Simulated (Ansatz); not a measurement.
The elements of this relaxed trial crystal are hidden behind letters.

```
lattice vectors (Å)
  -2.2918    2.2918    9.6950
   2.2918   -2.2918    9.6950
   2.2918    2.2918   -9.6950
fractional positions
X 0.0000 0.0000 0.0000
X 0.3256 0.3256 0.0000
X 0.6744 0.6744 0.0000
Z 0.4127 0.9127 0.5000
Z 0.0873 0.5873 0.5000
Q 0.7500 0.2500 0.5000
```

Method: DFT PBE, scalar-relativistic, plane waves, PAW (Ansatz 0.2.0). Settings of the last relaxation (6-atom cell): 420 eV, 12×12×12 k points, Gaussian smearing of 0.02 eV, no spin polarisation.

| Item | Value |
| --- | --- |
| Space group | I-4m2 (No. 119) |
| Conventional cell | a = 4.584 Å, c = 19.390 Å |
| Volume per atom | 33.95 Å³ |
| Density | 5.47 g/cm³ |
| Formation energy | −0.510 eV/atom |
| Gap on the 12×12×12 mesh of the 6-atom cell | 0.46 eV |

Energies are uncorrected and count from the elements' standard states at the same level.

Problem. X is a d-block element of period 5, Z is a p-block element of period 5 and Q is a p-block element of period 4. Which elements are they?

Solution. X = Cd, Z = Te, Q = Se, so the formula is Cd3Te2Se. Density times volume gives a mean mass of 5.47 × 33.95/1.6605 = 111.8 u per atom, and this set has 111.9 u. Around Cd on a site of symmetry -4m2 lie 4 Te at 2.85 Å; Te is surrounded by 4 Cd at 2.85 Å; Se has 4 Cd at 2.72 Å; 1 more site not described. Other sets within the hints have nearly the same mass, so mass alone doesn't settle it; this one was computed.

These runs have no spin–orbit coupling, which can matter for Te. Kohn–Sham gaps at this level usually fall short of measured ones. The missing spin–orbit coupling can work the other way here. Symmetry constrained the relaxation, so the result can be a saddle point.
